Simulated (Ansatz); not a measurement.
The relaxed structure here is a generated cell of Ir: the first start was made by placing the elements on the sites of a structure type, and the end was not matched to a known phase here, so it may be hypothetical. Known forms of Ir include space group No. 225.

One starting cell of Ir (a generated trial cell of Ir in the AFLOW prototype A_tP4_129_ac (A_d)) was relaxed twice with Ansatz (plane waves, PAW, scalar-relativistic): with r2SCAN at 500 eV and with PBE at 420 eV. The r2SCAN result:

Ir has the tetragonal space group I4/mmm (No. 139), Pearson symbol tI2. Lattice parameters: a = b = 3.3291 Å, c = 2.6469 Å, α = β = γ = 90.00°. Ir on 2a is coordinated by 10 Ir at 2.647–2.701 Å and 4 Ir at 3.329 Å. (Neighbours: up to the widest gap in distance over summed covalent radii, below 1.35, at either atom.)
(The calculation used a cell of 1 atom; values per cell refer to that cell.)

```tsv
quantity	r2SCAN	PBE
space group	I4/mmm	I4/mmm
volume (Å³/atom)	14.67	…
a (Å)	3.329	…
c (Å)	2.647	…
gap (eV, no spin-orbit coupling)	0.00	…
```

Q: Fill in the PBE column.

A: 
- volume (Å³/atom), PBE: 14.97
- a (Å), PBE: 3.350
- c (Å), PBE: 2.667
- gap (eV, no spin-orbit coupling), PBE: 0.00

Both levels end in the same structure; PBE's volume is 2.0 % larger. Neither column is exact.

No spin polarisation in the result.

The run could not lower the symmetry of its start; a shaken copy of this end point relaxes with r2SCAN to Fm-3m (No. 225), 0.34 eV/atom lower.

Ansatz is a first-principles code.
